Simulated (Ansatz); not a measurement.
HgPd (L1₀ or tetragonal B2, P4/mmm) at seven volumes, plane-wave PAW PBEsol (Ansatz code), shape and atoms relaxed at each. One row is withheld.

| V (Å³/atom) | P (GPa) |
|---|---|
| 15.435 | ? |
| 15.944 | 10.78 |
| 16.453 | 4.86 |
| 16.962 | 0.00 |
| 17.471 | -3.98 |
| 17.980 | -7.22 |
| 18.488 | -9.85 |

Q: Fit the shown pressures and predict the withheld one.

A: P = (3/2)B₀(x^(7/2) − x^(5/2))[1 + (3/4)(B′ − 4)(x − 1)] with x = (V₀/V)^(2/3). Least squares on the six rows gives V₀ = 16.962 Å³/atom, B₀ = 146 GPa, B′ = 5.69. At V = 15.435, x = 1.0649 and P = 18.00 GPa. The run itself gave 18.00 GPa.

The workflow started from an entry of the Crystallography Open Database (COD). Its standing as an ambient phase is unchecked. The cell was relaxed with PBEsol under the symmetry of its start; of distortions, only those at the zone centre were tested. The run is not spin-polarised. Scalar-relativistic: spin–orbit coupling is off unless named, which matters more the heavier the elements.

Potentials: the later of the program's two PAW sets.
